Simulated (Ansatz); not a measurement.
**TiO2: course of a relaxation**

The calculation used Ansatz 0.2.0, DFT r2SCAN, scalar-relativistic, plane waves, PAW. Run with 500 eV cutoff, 8×8×8 k-mesh, Gaussian smearing of 0.02 eV, no spin polarisation.

What was changed: relaxed at 3 GPa.

Command:

```bash
ansatz run input.yaml --threads 1 --pin off --max-ram 2560MiB --backend cpu --events-out ev --progress --plain --runs-dir out
```

Input:

```yaml
crystal:
  lattice:
    - [-1.8712274959, 1.8712274959, 4.7467101645]
    - [1.8712274959, -1.8712274959, 4.7467101645]
    - [1.8712274959, 1.8712274959, -4.7467101645]
  atoms:
    - { symbol: Ti, position: [0.0, 0.0, 0.0] }
    - { symbol: Ti, position: [0.75, 0.25, 0.5] }
    - { symbol: O, position: [0.9572872213, 0.4572872213, 0.5] }
    - { symbol: O, position: [0.2072872213, 0.2072872213, 0.0] }
    - { symbol: O, position: [0.5427127787, 0.0427127787, 0.5] }
    - { symbol: O, position: [0.7927127787, 0.7927127787, 0.0] }
basis:
  ecutwfc: 500
kpoints:
  mp_grid: { grid: [8, 8, 8] }
hamiltonian:
  xc: r2scan
scf:
  occupations: { method: gaussian, width: 0.02 }
output:
  forces: true
  stress: true
  eigenvalues: true
  write_density: true
  write_potential: true
  elf: true
  volumetric_format: npy
relax:
  adjacent_minimum: "off"
  f_tol: 0.008
  max_steps: 50
  cell: { stress_tol: 0.08, p_target: 3.0 }
```

F is the free energy. Steps run on the plane waves of an earlier cell, but the last one, and at times one on the way, on a freshly chosen basis, so a repeated geometry can differ a little in energy. The relaxation lowers the enthalpy F + PV at the target pressure, so F itself can rise.

Steps:

| step | F − F(1) (eV) | largest force component (eV/Å) | V (Å³/atom) | P (GPa) |
| --- | --- | --- | --- | --- |
| 1 | 0.0000 | 0.171 | 11.080 | 6.83 |
| 2 | -0.0243 | 0.064 | 11.192 | 4.09 |
| 3 | -0.0303 | 0.006 | 11.233 | 2.97 |
| 4 | -0.0303 | 0.002 | 11.233 | 2.92 |
| 5 | -0.0295 | 0.000 | 11.224 | 3.00 |
| 6 | -0.0300 | 0.000 | 11.224 | 2.99 |

Relaxed structure:

```xyz
6
Lattice="-1.8842 1.8842 4.7422 1.8842 -1.8842 4.7422 1.8842 1.8842 -4.7422" Properties=species:S:1:pos:R:3 pbc="T T T"
Ti    0.0000    0.0000    0.0000
Ti    0.0000    1.8842    2.3711
O     0.0000    1.8842    4.3489
O     0.0000    0.0000    1.9778
O     0.0000    1.8842    0.3933
O     0.0000    0.0000    7.5066
```

It takes space group I4_1/amd (No. 141, tetragonal). Conventional cell: a = 3.768 Å, b = 3.768 Å, c = 9.484 Å, α = 90.00°, β = 90.00°, γ = 90.00°. Ti (site symmetry -4m2) has 6 O at 1.92 to 1.98 Å as nearest neighbours. O (site symmetry 2mm) has 3 Ti at 1.92 to 1.98 Å as nearest neighbours.

The run converged. Time: 110 s on 1 thread of Oxide Virtual Turin-like Processor (Zen 5) (shared host), peak memory 0.77 GiB.